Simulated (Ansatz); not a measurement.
FeGe2:
```
FeGe2
1.0
   -1.64670     1.64670     4.06346
    1.64670    -1.64670     4.06346
    1.64670     1.64670    -4.06346
Fe Ge
1 2
Direct
  0.00000   0.00000   0.00000
  0.34076   0.34076   0.00000
  0.65924   0.65924   0.00000
```
Starting moments (μB, in the order of the atoms Fe Ge Ge): 2.0 0.0 0.0.

Relaxed with PBE. Special points in fractions of this cell's reciprocal vectors: Γ (0.000, 0.000, 0.000); X (0.000, 0.000, 0.500); P (0.250, 0.250, 0.250); N (0.000, 0.500, 0.000); M (0.500, 0.500, -0.500); S (0.291, 0.709, -0.291); S0 (-0.291, 0.291, 0.291); R (-0.082, 0.082, 0.500); G (0.500, 0.500, -0.082).

List the band energies nearest the Fermi level at these points for DFT-PBE in the program Ansatz with PAW potentials.

In eV from the Fermi level; about four levels below and three above (degenerate sets whole), none deeper than 8.9 eV; points with the same levels are listed once.

```csv
k,below,above
Γ ↑,-2.75 -2.75 -1.90 -0.41,2.20 2.22 2.22
X ↑,-2.21 -1.88 -1.33 -0.23,0.28 2.84 4.56
P ↑,-2.73 -2.73 -1.94 -1.88,0.43 1.22 1.48 1.48
N ↑,-2.79 -2.05 -1.74 -0.58,3.88 3.91 3.92
M ↑,-2.17 -2.17 -1.89 -0.62 -0.62,1.75 5.04 5.48
S ↑,-2.77 -2.70 -2.04 -1.84,1.48 1.93 2.68
R ↑,-2.67 -1.89 -1.32 -0.25,1.41 3.28 4.80
Γ ↓,-1.65 -1.65 -1.22 -0.36,1.50 2.20 2.86 2.86
X ↓,-5.15 -3.46 -2.24 -1.80,0.69 0.77 1.22
P ↓,-2.64 -1.96 -1.96 -0.14,0.77 1.63 1.86
N ↓,-4.40 -1.65 -1.19 -0.43,0.68 1.04 3.85
M ↓,-0.63 -0.63 -0.59 -0.59 -0.35,2.25 4.96 5.96
S ↓,-1.74 -1.66 -1.44 -0.41,0.57 2.12 2.50
R ↓,-4.05 -3.46 -1.98 -1.72,0.66 0.70 0.91
```

Space group I4/mmm (MoSi2 or CaC2 type). A made-up cell: these elements were put on the sites of a structure type; neither database checked (COD, Materials Project) lists it. Whether it is the stable phase at ambient conditions was not checked. Symmetry was held in the PBE relaxation; its stability against distortions is not shown here. Spin order of the final state: ferromagnetic, chosen from 4 collinear starts compared on coarse meshes (ties went to the first, and starts can fall back to one state), not a proven ground state. Spin–orbit coupling is left out wherever it is not named.

Potentials: the later of the program's two PAW sets.
